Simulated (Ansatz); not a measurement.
## Collinear states of MoSe

The calculation used DFT PBEsol+U, scalar-relativistic, plane waves, PAW (Ansatz).

```yaml
crystal:
  lattice:
    - [0.00000, 2.78889, 2.78889]
    - [2.78889, 0.00000, 2.78889]
    - [2.78889, 2.78889, 0.00000]
  atoms:
    - { symbol: Mo, position: [0.00000, 0.00000, 0.00000] }
    - { symbol: Se, position: [0.25000, 0.25000, 0.25000] }
```

The plane-wave cutoff is 420 eV. The Γ-centred k-mesh is 14×14×14 and the occupation rule is Gaussian smearing, 0.05 eV. The U_eff on Löwdin-orthogonalised atomic d orbitals is Mo 4 eV, the list of starting moments (μB, in atom order) is 3.5 0 and the check for lower electronic states after the SCF is on.

All runs keep this geometry, which isn't relaxed for the lowest state (largest force there 0.000 eV/Å, pressure 18.3 GPa) and needn't be a stable compound; relaxing each order would shift the differences by some 140 meV/atom, going by the pressures and a bulk modulus of about 150 GPa. Site moments are spin moments in atom-centred spheres that scale with the neighbour distance. The states are those that the runs reached from these starts; a lower one can exist. No antiferromagnetic start is among these.

Problem. Starts tried: no spin; large parallel starting moments. Which state comes out lowest, and what are the moments?

Solution. Of the states reached here, with no antiferromagnetic start among them, the lowest is ferromagnetic, reached from the start “large parallel starting moments”, with site moments (μB) Mo +2.16, Se -0.10.

```tsv
start	ends	energy above lowest (meV/atom)	site moments (μB)	gap on mesh (eV)	P (GPa)
no spin	non-magnetic	259	none over 0.05	0.05	5.9
large parallel starting moments	ferromagnetic	0.00	Mo +2.16, Se -0.10	metal	18.3
```

Cost: 2 runs of about 0.38 core-minutes in all, on Intel Xeon 6975P-C (Granite Rapids) (shared hosts).